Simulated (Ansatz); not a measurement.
CdS (zinc blende), frozen-phonon scan

CdS (zinc blende)

```xyz
4
Lattice="0.0000 5.8791 5.8791 2.9395 2.9395 5.8791 2.9395 2.9395 0.0000" Properties=species:S:1:pos:R:3 pbc="T T T"
S      4.4093    10.2884    10.2884
S      4.4093     7.3488     7.3488
Cd     0.0000     0.0000     0.0000
Cd     2.9395     5.8791     8.8186
```

A phonon eigenvector at X = (0.5, 0.5, 0.0) is frozen into this cell: atom i moves by Q times the vector below, so Q is the largest atomic displacement, in Å. The cell is held. It is one choice among 2 degenerate patterns. (q is in reciprocal vectors of the primitive cell; the cell shown is doubled to hold the pattern.)

```csv
atom,x,y,z
S1,0.000,1.000,0.000
S2,0.000,-1.000,0.000
Cd3,-0.194,0.000,0.000
Cd4,0.194,0.000,0.000
```

Computed with r2SCAN (plane waves to 500 eV, PAW, scalar-relativistic; Ansatz, a first-principles code). k mesh 10×10×10 (Γ-centred), Fermi-Dirac smearing 0.05 eV. Energies are smeared free energies. Compression counts positive. CdS was relaxed with its symmetry unable to fall. The PAW data are Ansatz's earlier set. The zero of ΔE is the undisplaced structure.

| Q (Å) | ΔE (meV/cell) | P (GPa) | −dE/dQ from forces (eV/Å) |
|---|---|---|---|
| -0.100 | 97.2 | 0.43 | 1.946 |
| -0.083 | 67.5 | 0.30 | 1.621 |
| -0.067 | 43.2 | 0.19 | 1.296 |
| -0.050 | 24.3 | 0.11 | 0.971 |
| -0.033 | 10.8 | 0.05 | 0.647 |
| -0.017 | 2.7 | 0.01 | 0.324 |
| 0.000 | 0.0 | 0.00 | 0.000 |
| 0.017 | 2.7 | 0.01 | -0.324 |
| 0.033 | 10.8 | 0.05 | -0.647 |
| 0.050 | 24.3 | 0.11 | -0.971 |
| 0.067 | 43.2 | 0.19 | -1.296 |
| 0.083 | 67.5 | 0.30 | -1.621 |
| 0.100 | 97.2 | 0.43 | -1.946 |

Summary:

```
Property                                                                                                              Value
-----------------------------------------------------------  --------------------------------------------------------------
Energy at Q = 0.100 Å                                                                                         97.2 meV/cell
Space group of the distorted cell                                                       C222_1 (No. 20), lowered from F-43m
Symmetry of the curve                                                                         even: the same for both signs
Shape of the curve                                           a single well with its minimum at or next to zero displacement
Harmonic wavenumber from the curvature (finite differences)                                                        270 cm⁻¹
Wavenumber by perturbation theory (DFPT, on another k mesh)                                                        270 cm⁻¹
```

(A displaced cell: forces are minus the slopes of the energy, force constants its curvatures, and phonons follow from these.)
